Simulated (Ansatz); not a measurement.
**Property card for FeCo$_{3}$**

FeCo3:
```xyz
4
Lattice="3.4877 0.0000 0.0000 0.0000 3.4877 0.0000 0.0000 0.0000 3.4877" Properties=species:S:1:pos:R:3 pbc="T T T"
Fe     0.0000     0.0000     0.0000
Co     1.7438     1.7438     0.0000
Co     0.0000     1.7438     1.7438
Co     1.7438     0.0000     1.7438
```
The run is spin-polarised; directions of the spins, atom by atom: ↑ ↑ ↑ ↑.

Space group Pm-3m (No. 221), Cu3Au type; conventional cell a = b = c = 3.4877 Å, α = β = γ = 90.00°.

Method: PBEsol (plane waves, PAW; program Ansatz). Geometry: relaxed at this level of theory. Other levels are named where they apply.

**Cell and energy**

```yaml
volume_per_atom: 10.61 Å³
density: 9.11 g/cm³
Formation energy from the elements (no fitted shifts): 0.024 eV/atom
```

**Electronic structure**

```yaml
electronic_character: metallic (no gap)
Density of states at the Fermi level: 0.99 states/eV per atom (mean over ±0.08 eV)
```

**Magnetism**

```yaml
magnetic_order: ferromagnetic
net_moment: 1.80 μB per atom
```

**Mechanics**

```yaml
Bulk modulus (Birch–Murnaghan fit): 218 GPa
Pressure derivative B′: 3.3
Elastic constants (relaxed ions, GPa): C11 = 283, C12 = 180, C44 = 149
mechanical_stability: stable (all eigenvalues of C positive)
hill_bulk_and_shear_moduli: 214 and 97.6 GPa
Young's modulus: 254 GPa
Poisson's ratio: 0.30
debye_temperature_from_the_elastic_constants: 496 K
```

The workflow started from a Materials Project entry (that database holds measured and hypothetical structures alike); the Crystallography Open Database copy checked does not list it. Whether it is the stable phase at ambient conditions was not checked. The PBEsol relaxation kept the symmetry of its start; whether a distortion lowers the energy is not shown. Spin order of the final state: ferromagnetic, chosen from 5 collinear starts compared on coarse meshes (ties went to the first, and starts can fall back to one state), not a proven ground state. As this level gives no gap, shear constants depend on the k-mesh and smearing (Fermi–Dirac, 0.1 eV here). The references are the lowest solids computed at this level, not always the standard phases.

Potentials: the later of the program's two PAW sets.
